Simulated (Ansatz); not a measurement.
## Li2Ga: course of a relaxation

All numbers below come from DFT PBEsol, scalar-relativistic, plane waves, PAW (Ansatz 0.2.0). Settings: 420 eV cutoff, 10×10×8 k-mesh, Gaussian smearing of 0.10 eV, no spin polarisation.

What was changed: relaxed at 3 GPa.

Command:

```bash
ansatz run input.yaml --threads 1 --pin off --max-ram 2560MiB --backend cpu --events-out ev --progress --plain --runs-dir out
```

Input:

```yaml
crystal:
  lattice:
    - [2.2084894128, -4.6431264556, 0.0]
    - [2.2084894128, 4.6431264556, 0.0]
    - [0.0, 0.0, 4.2521645342]
  atoms:
    - { symbol: Li, position: [0.5870065052, 0.4129934948, 0.75] }
    - { symbol: Li, position: [0.4129934948, 0.5870065052, 0.25] }
    - { symbol: Li, position: [0.2409321101, 0.7590678899, 0.75] }
    - { symbol: Li, position: [0.7590678899, 0.2409321101, 0.25] }
    - { symbol: Ga, position: [0.9223497147, 0.0776502853, 0.75] }
    - { symbol: Ga, position: [0.0776502853, 0.9223497147, 0.25] }
basis:
  ecutwfc: 420
kpoints:
  mp_grid: { grid: [10, 10, 8] }
hamiltonian:
  xc: pbesol
scf:
  occupations: { method: gaussian, width: 0.1 }
output:
  forces: true
  stress: true
  eigenvalues: true
relax:
  adjacent_minimum: "off"
  f_tol: 0.008
  max_steps: 50
  cell: { stress_tol: 0.08, p_target: 3.0 }
```

F is the free energy. Steps run on the plane waves of an earlier cell, but the last one, and at times one on the way, on a freshly chosen basis, so a repeated geometry can differ a little in energy. The relaxation lowers the enthalpy F + PV at the target pressure, so F itself can rise.

Steps:

| step | F − F(1) (eV) | largest force component (eV/Å) | V (Å³/atom) | P (GPa) |
| --- | --- | --- | --- | --- |
| 1 | 0.0000 | 0.041 | 14.534 | 1.12 |
| 2 | 0.0565 | 0.044 | 13.812 | 3.20 |
| 3 | 0.0468 | 0.009 | 13.890 | 2.97 |
| 4 | 0.0472 | 0.003 | 13.887 | 2.99 |
| 5 | 0.0476 | 0.003 | 13.887 | 2.99 |

Relaxed structure:

```yaml
crystal:
  lattice:
    - [2.16885, -4.56404, 0.00000]
    - [2.16885, 4.56404, 0.00000]
    - [0.00000, 0.00000, 4.20860]
  atoms:
    - { symbol: Li, position: [0.58846, 0.41154, 0.75000] }
    - { symbol: Li, position: [0.41154, 0.58846, 0.25000] }
    - { symbol: Li, position: [0.24194, 0.75806, 0.75000] }
    - { symbol: Li, position: [0.75806, 0.24194, 0.25000] }
    - { symbol: Ga, position: [0.92062, 0.07938, 0.75000] }
    - { symbol: Ga, position: [0.07938, 0.92062, 0.25000] }
```

It takes space group Cmcm (No. 63, orthorhombic). Conventional cell: a = 4.338 Å, b = 9.128 Å, c = 4.209 Å, α = 90.00°, β = 90.00°, γ = 90.00°. Around Li (site symmetry m2m) lie 6 Li at 2.58 to 2.65 Å and 2 Ga at 2.66 Å. Around Li (site symmetry m2m) lie 5 Ga at 2.57 to 2.93 Å and 4 Li at 2.58 to 2.61 Å. Ga (site symmetry m2m) is surrounded by 2 Ga at 2.56 Å and 7 Li at 2.57 to 2.93 Å.

The run converged. It took 81 s on 1 thread of Arm Neoverse V2 (shared host), peak memory 0.55 GiB.